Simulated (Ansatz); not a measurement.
AlN:
```cif
data_Al4N4
_chemical_formula_sum 'Al4 N4'
_space_group_name_H-M_alt 'P 1'
_space_group_IT_number 1
_cell_length_a 3.07831
_cell_length_b 3.07831
_cell_length_c 9.96808
_cell_angle_alpha 90.000
_cell_angle_beta 90.000
_cell_angle_gamma 120.000
loop_
_space_group_symop_operation_xyz
  'x, y, z'
loop_
_atom_site_label
_atom_site_type_symbol
_atom_site_fract_x
_atom_site_fract_y
_atom_site_fract_z
_atom_site_occupancy
Al1 Al 0.00000 0.00000 0.00145 1
Al2 Al 0.00000 0.00000 0.50145 1
Al3 Al 0.66667 0.33333 0.75036 1
Al4 Al 0.33333 0.66667 0.25036 1
N1 N 0.00000 0.00000 0.81192 1
N2 N 0.00000 0.00000 0.31192 1
N3 N 0.66667 0.33333 0.56190 1
N4 N 0.33333 0.66667 0.06190 1
```

Relaxed with LDA.

### Question
Which orbitals make up the states near the band edges in LDA (plane waves, PAW; program Ansatz)?

### Answer
Top 1 eV of the valence band: N 2p 90 %, Al 3p 7 %. Bottom 1 eV of the conduction band: Al 3p 57 %, N 2s 16 %, N 2p 9 %, outside the projected shells 14 %. Projections are on Löwdin-orthogonalised atomic valence shells; empty p or d shells of many metals are not among them.

### Question
Tabulate the density of states.

### Answer
States/eV per cell of 8 atoms, in 0.25 eV bins, energy from the valence-band maximum.

| E (eV) | total | N 2p | Al 3p | Al 3s |
|---|---|---|---|---|
| -7.85 | 0.00 | 0.00 | 0.00 | 0.00 |
| -7.60 | 0.00 | 0.00 | 0.00 | 0.00 |
| -7.35 | 0.00 | 0.00 | 0.00 | 0.00 |
| -7.10 | 0.00 | 0.00 | 0.00 | 0.00 |
| -6.85 | 0.00 | 0.00 | 0.00 | 0.00 |
| -6.60 | 0.00 | 0.00 | 0.00 | 0.00 |
| -6.35 | 0.00 | 0.00 | 0.00 | 0.00 |
| -6.10 | 0.01 | 0.00 | 0.00 | 0.00 |
| -5.85 | 0.55 | 0.32 | 0.13 | 0.09 |
| -5.60 | 1.61 | 0.96 | 0.36 | 0.26 |
| -5.35 | 2.66 | 1.63 | 0.55 | 0.41 |
| -5.10 | 3.32 | 2.06 | 0.67 | 0.49 |
| -4.85 | 5.04 | 3.21 | 0.92 | 0.72 |
| -4.60 | 5.80 | 3.79 | 0.89 | 0.82 |
| -4.35 | 4.38 | 2.91 | 0.58 | 0.61 |
| -4.10 | 2.21 | 1.44 | 0.30 | 0.25 |
| -3.85 | 1.72 | 1.13 | 0.26 | 0.16 |
| -3.60 | 2.41 | 1.64 | 0.41 | 0.21 |
| -3.35 | 2.65 | 1.84 | 0.44 | 0.22 |
| -3.10 | 3.31 | 2.37 | 0.56 | 0.24 |
| -2.85 | 3.01 | 2.19 | 0.49 | 0.19 |
| -2.60 | 3.57 | 2.66 | 0.58 | 0.21 |
| -2.35 | 4.26 | 3.24 | 0.65 | 0.23 |
| -2.10 | 4.69 | 3.64 | 0.71 | 0.21 |
| -1.85 | 4.95 | 3.94 | 0.74 | 0.17 |
| -1.60 | 6.38 | 5.19 | 0.93 | 0.15 |
| -1.35 | 5.74 | 4.80 | 0.71 | 0.11 |
| -1.10 | 7.08 | 6.08 | 0.78 | 0.10 |
| -0.85 | 9.11 | 8.03 | 0.85 | 0.07 |
| -0.60 | 6.36 | 5.78 | 0.43 | 0.03 |
| -0.35 | 3.94 | 3.68 | 0.16 | 0.01 |
| -0.10 | 1.25 | 1.20 | 0.02 | 0.00 |
| 0.15 | 0.00 | 0.00 | 0.00 | 0.00 |
| 0.40 | 0.00 | 0.00 | 0.00 | 0.00 |
| 0.65 | 0.00 | 0.00 | 0.00 | 0.00 |
| 0.90 | 0.00 | 0.00 | 0.00 | 0.00 |
| 1.15 | 0.00 | 0.00 | 0.00 | 0.00 |
| 1.40 | 0.00 | 0.00 | 0.00 | 0.00 |
| 1.65 | 0.00 | 0.00 | 0.00 | 0.00 |
| 1.90 | 0.00 | 0.00 | 0.00 | 0.00 |
| 2.15 | 0.00 | 0.00 | 0.00 | 0.00 |
| 2.40 | 0.00 | 0.00 | 0.00 | 0.00 |
| 2.65 | 0.00 | 0.00 | 0.00 | 0.00 |
| 2.90 | 0.00 | 0.00 | 0.00 | 0.00 |
| 3.15 | 0.00 | 0.00 | 0.00 | 0.00 |
| 3.40 | 0.00 | 0.00 | 0.00 | 0.00 |
| 3.65 | 0.00 | 0.00 | 0.00 | 0.00 |
| 3.90 | 0.00 | 0.00 | 0.00 | 0.00 |
| 4.15 | 0.18 | 0.01 | 0.11 | 0.00 |
| 4.40 | 0.44 | 0.04 | 0.27 | 0.01 |
| 4.65 | 0.86 | 0.08 | 0.48 | 0.03 |
| 4.90 | 1.37 | 0.15 | 0.75 | 0.06 |
| 5.15 | 1.62 | 0.21 | 0.86 | 0.07 |
| 5.40 | 2.02 | 0.30 | 1.07 | 0.08 |
| 5.65 | 2.78 | 0.46 | 1.48 | 0.08 |
| 5.90 | 2.70 | 0.48 | 1.36 | 0.10 |
| 6.15 | 2.13 | 0.38 | 0.95 | 0.11 |
| 6.40 | 1.40 | 0.27 | 0.62 | 0.06 |
| 6.65 | 1.05 | 0.19 | 0.49 | 0.05 |
| 6.90 | 3.88 | 0.61 | 1.85 | 0.25 |
| 7.15 | 4.67 | 0.84 | 2.22 | 0.29 |
| 7.40 | 3.10 | 0.61 | 1.41 | 0.22 |
| 7.65 | 2.29 | 0.51 | 1.07 | 0.14 |
| 7.90 | 1.40 | 0.33 | 0.66 | 0.08 |
| 8.15 | 0.54 | 0.05 | 0.20 | 0.10 |
| 8.40 | 1.03 | 0.07 | 0.38 | 0.20 |
| 8.65 | 2.38 | 0.20 | 0.93 | 0.42 |

Space group P6_3mc. The cell is a constructed one: a structure type filled with these elements. Its sites differ from those of the usual phase in this space group: another stacking or structure type. Symmetry was held in the LDA relaxation; phonons on a q-mesh show no instability.

Potentials: the later of the program's two PAW sets.
